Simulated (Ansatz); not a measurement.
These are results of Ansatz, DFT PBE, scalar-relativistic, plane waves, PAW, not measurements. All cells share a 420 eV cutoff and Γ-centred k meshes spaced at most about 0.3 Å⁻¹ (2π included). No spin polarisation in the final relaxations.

Temperature and zero-point effects are left out. All come from trial cells, and lower structures may exist.

Question: Order these relaxed structures of AlGa5As6 by energy, lowest first, with the energy over the lowest of them.
A.

```cif
data_structure
_symmetry_space_group_name_H-M 'P31m'
_symmetry_Int_Tables_number 157
_cell_length_a 7.0108
_cell_length_b 7.0108
_cell_length_c 6.6713
_cell_angle_alpha 90.000
_cell_angle_beta 90.000
_cell_angle_gamma 120.000
_cell_volume 283.97
loop_
_atom_site_label
_atom_site_type_symbol
_atom_site_symmetry_multiplicity
_atom_site_Wyckoff_symbol
_atom_site_fract_x
_atom_site_fract_y
_atom_site_fract_z
_atom_site_occupancy
Al1 Al 1 a 0.00000 0.00000 0.00056 1
Ga1 Ga 2 b 0.66667 0.33333 0.00080 1
Ga2 Ga 3 c 0.33323 0.00000 0.50127 1
As1 As 1 a 0.00000 0.00000 0.37373 1
As2 As 2 b 0.66667 0.33333 0.37517 1
As3 As 3 c 0.33267 0.00000 0.87532 1
```

B.

```cif
data_structure
_symmetry_space_group_name_H-M 'P-4m2'
_symmetry_Int_Tables_number 115
_cell_length_a 4.0615
_cell_length_b 4.0615
_cell_length_c 17.2193
_cell_angle_alpha 90.000
_cell_angle_beta 90.000
_cell_angle_gamma 90.000
_cell_volume 284.04
loop_
_atom_site_label
_atom_site_type_symbol
_atom_site_symmetry_multiplicity
_atom_site_Wyckoff_symbol
_atom_site_fract_x
_atom_site_fract_y
_atom_site_fract_z
_atom_site_occupancy
Al1 Al 1 d 0.00000 0.00000 0.50000 1
Ga1 Ga 2 e 0.00000 0.00000 0.83317 1
Ga2 Ga 1 b 0.50000 0.50000 0.00000 1
Ga3 Ga 2 f 0.50000 0.50000 0.33359 1
As1 As 2 g 0.50000 0.00000 0.91659 1
As2 As 2 g 0.50000 0.00000 0.25020 1
As3 As 2 g 0.00000 0.50000 0.41732 1
```

Answer: B (0 meV/atom), A (11 meV/atom). Forms: B Al and Ga ordered on zinc blende sites, P-4m2; A Al and Ga ordered on wurtzite sites, P31m. Counting As atoms around Al and Ga (those within 1.25 times the shortest such distance or 1.15 times the sum of covalent radii): B has Al 4, Ga 4; A has Al 4, Ga 4.

Cells relaxed within their symmetry can be saddle points. Some types were kept out of the candidates beforehand, so the set may lack a known form.
